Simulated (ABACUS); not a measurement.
How a calculation on the (001) slab of Ge (cut from a parent of space group no. 194; 8 atoms in the cell) responds to its settings

```
CELL_PARAMETERS angstrom
      3.99759     0.00000     0.00000
     -1.99880     3.46201     0.00000
      0.00000     0.00000    20.72930
ATOMIC_POSITIONS crystal
  Ge 0.66667 0.33333 0.44044
  Ge 0.33333 0.66667 0.40038
  Ge 0.33333 0.66667 0.28125
  Ge 0.66667 0.33333 0.24120
  Ge 0.66667 0.33333 0.75880
  Ge 0.33333 0.66667 0.71875
  Ge 0.33333 0.66667 0.59962
  Ge 0.66667 0.33333 0.55956
```

Base run A: LDA (PW92), numerical atomic orbitals DZP (confined pseudo-atomic orbitals; energy shift 0.003 Ry), PseudoDojo 0.4 standard norm-conserving LDA (tails mended) pseudopotentials (ABACUS), self-consistent single point.

Its settings: basis = DZP numerical atomic orbitals, energy shift 0.003 Ry; KPT = Gamma 9 9 1 0 0 0; basis_type = lcao; dft_functional = PWLDA; ecutwfc = 100 Ry; smearing_method = fd; smearing_sigma = 0.00734986 Ry; potentials = PseudoDojo 0.4 standard norm-conserving LDA (tails mended); symmetry = 1; symmetry_prec = 1e-05; ks_solver = scalapack_gvx; scf_nmax = 100; scf_thr = 1.0e-06; mixing_type = broyden; mixing_beta = 0.7.

The atom-centred basis is finite, which shifts total energies against plane waves. Forces and stress are left out: the polarisation orbitals used for some of these elements are too diffuse to give them reliably, and gaps can carry the same lack. The bare cut can leave dangling bonds, and the run has no spin polarisation, so a lower magnetic or reconstructed surface may exist.

ΔF is the free energy per atom less that of run A. 

Run A gave: TS (meV/atom) 22.8.

Runs:
- B: smearing_method, smearing_sigma = gaussian, 0.00734986 Ry
- C: smearing_method, smearing_sigma = gaussian, 0.0220496 Ry
- D: smearing_method, smearing_sigma = fd, 0.0146997 Ry
- E: smearing_method, smearing_sigma = fd, 0.0220496 Ry
- F: smearing_method, smearing_sigma = mp, 0.00367493 Ry
- G: smearing_method, smearing_sigma = mp, 0.0220496 Ry
- H: smearing_method, smearing_sigma = mv, 0.0146997 Ry
- I: smearing_method, smearing_sigma = mv, 0.0220496 Ry

Question: What does run H change against A?

Answer: The free energy rises by 12.1 meV/atom.

Question: What does run B change against A?

Answer: The free energy rises by 10.7 meV/atom.

```tsv
run	ΔF (meV/atom)	TS (meV/atom)
A	0.00	22.8
B	10.7	4.4
C	-4.6	30.6
D	-28.2	64.9
E	-64.2	119.0
F	13.2	0.3
G	10.8	6.6
H	12.1	2.3
I	10.3	7.1
```

The atomic orbitals were generated for these runs; they are not ABACUS's published sets and were checked against plane waves on a few crystals only.

“Tails mended”: in these copies of the files the far tail of each local potential was reset to the Coulomb form.
